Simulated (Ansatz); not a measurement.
YF3 (space group Pnma)

```xyz
16
Lattice="6.3304 0.0000 0.0000 0.0000 6.8393 0.0000 0.0000 0.0000 4.3695" Properties=species:S:1:pos:R:3 pbc="T T T"
Y      3.9939     5.1295     4.1014
Y      2.3364     1.7098     0.2681
Y      5.5016     1.7098     1.9167
Y      0.8288     5.1295     2.4528
F      1.0449     2.9878     1.6518
F      5.2854     3.8515     2.7177
F      2.1202     3.8515     3.8365
F      4.2101     2.9878     0.5330
F      4.2101     0.4318     0.5330
F      2.1202     6.4075     3.8365
F      5.2854     6.4075     2.7177
F      1.0449     0.4318     1.6518
F      3.3112     1.7098     2.5755
F      3.0192     5.1295     1.7939
F      6.1844     5.1295     0.3908
F      0.1460     1.7098     3.9787
```

The slice is a (-1 1 0) plane (indices of the conventional cell) through the point (0.023, 0.250, 0.911) (fractional), spanned by u = [001] and v = [110] in vectors of this cell: u (4.37 Å) and v (9.32 Å, at 90° to u). It covers one period; positions are fractions (u, v).

All values below come from PBEsol (plane waves to 420 eV, PAW, scalar-relativistic; Ansatz, an electronic-structure program). k mesh 4×4×6. Inside the PAW spheres the values are not all-electron values, and peaks at nuclei hang on which shells count as valence. YF3 is run without spin polarisation. YF3 was relaxed with its symmetry unable to fall.

Sketch the electron localisation function (ELF) on this plane as a map.


```
|x@# -%@#.+@|
|%#: +@@%..#|
|.   :#%=   |
|  .  ...:: |
| -*+. :#%#.|
| +%#- +@@%:|
| =##- =%@%.|
|  :-. .+*- |
|%#.       +|
|@@% .==. -@|
|@@% *@@# =@|
|@@+.@xx@:.%|
|== :@xx@- .|
|:. .#@@#  :|
|@%: :++. *@|
|x@*     :@x|
|x@+  .  :@x|
|@%. *%#. *@|
|+. =@x@# .+|
|   *xxx%.  |
|.  =@x@#  .|
|%#. +#*: :#|
|x@*      #@|
|xx%  -+: #x|
```
Scale: ten equal steps from 0.01 (start of ' ') to 0.87 (end of '@'), in the order ' .:-=+*#%@'. Values: electron localisation function (ELF). The map has 11 points along u (one character each, u = 0 at the left) and 24 along v (v = 0 in the bottom row). Points within 0.5 Å of a nucleus are blanked (x), as the pseudised field means little there.
